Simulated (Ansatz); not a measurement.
**Structures of Ba2Ca: which is lowest?**

Plane-wave DFT in Ansatz with scalar-relativistic PAW potentials, cutoff 420 eV, Γ-centred meshes chosen by cell and gap, Gaussian smearing with energies taken to zero width. Every cell was relaxed (cell and atoms) in a run of its own, within the symmetry of its start. Functional: PBE.

Relaxed structures (starts from databases or built by putting these elements on another compound's sites):
A. I4/mmm, 3 atoms in the computed cell, a = 4.695 Å, c = 15.281 Å; sites (symmetry × multiplicity) Ba 4mm × 4, Ca 4/mmm × 2; start: built
B. P6/mmm, 3 atoms in the computed cell, a = 6.851 Å, c = 4.049 Å; sites (symmetry × multiplicity) Ba -6m2 × 2, Ca 6/mmm × 1; start: built

Rank them by energy. Could pressure change the order?

| structure | group | E − E(lowest) (meV/atom) | V (Å³/atom) | gap on mesh (eV) |
| --- | --- | --- | --- | --- |
| A | I4/mmm | 0.0 | 56.15 | 0.00 |
| B | P6/mmm | 58 | 54.87 | 0.00 |

A is lowest, 58 meV/atom under B. The two lowest differ in volume by under 3 %, too little for a first-order estimate of what pressure does to that pair (other pairs aren't weighed here); with rigid cells even 3 % in favour of the higher one would need about 5 GPa. Other structures may lie lower than all of these, and vibrations aren't counted.

Spin-orbit coupling is left out, which matters for the bands of heavy elements.